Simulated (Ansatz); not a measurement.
Crystals of one structure type (rock salt) and one family of elements, relaxed and computed with the program Ansatz at the r²SCAN level (PAW).

| crystal | V (Å³/atom) | B₀ by P(V) fit (GPa) |
|---|---|---|
| MgO | 9.29 | 167 |
| BeS | 12.44 | 111 |
| CaO | 13.78 | ? |
| MgS | 17.61 | 79.8 |
| CaSe | 26.13 | 52.0 |
| BaS | 33.16 | 44.5 |
| BaTe | 44.05 | 30.6 |

Question: Fit a straight line to ln B₀ against ln V and predict the withheld value.

Answer: Least squares on the 6 shown rows: ln B₀ = -1.05 × ln V + (7.409), with a scatter of 4.3 %. For CaO this gives 105. The run itself gave 117, a miss of 10.3 % of that, well beyond the scatter: the line misses something about this case.

Typed or built starts, not in the databases checked: BeS, rock salt. All cells were relaxed under the symmetry of their starts (and spin orders); stability against distortions was not tested throughout. Spin–orbit coupling is left out wherever it is not named.

Potentials: the later of the program's two PAW sets.
